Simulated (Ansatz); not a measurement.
Problem. C in space group Fd-3m (No. 227; C on 8b, C on 32e, C on 96g) is relaxed with plane-wave PAW PBE (Ansatz code). What lattice parameters of the conventional cell result?

Solution. a = 9.640 Å.

Problem. Give the free coordinates with the occupied sites.

Solution. In one choice of origin and axes:

```csv
atom,site,symmetry,x,y,z
C,8b,-43m,0.5000,0.5000,0.5000
C,32e,.3m,0.4085,0.4085,0.4085
C,96g,..m,0.0581,0.0581,0.2549
```

Problem. Is it a metal or does it have a gap at this level?

Solution. A gap of 3.76 eV, indirect.

The start of the workflow was typed in or built on a structure type. Its sites differ from those of the usual phase in this space group: another stacking or structure type. The PBE relaxation kept the symmetry of its start; whether a distortion lowers the energy is not shown.

Potentials: the later of the program's two PAW sets.
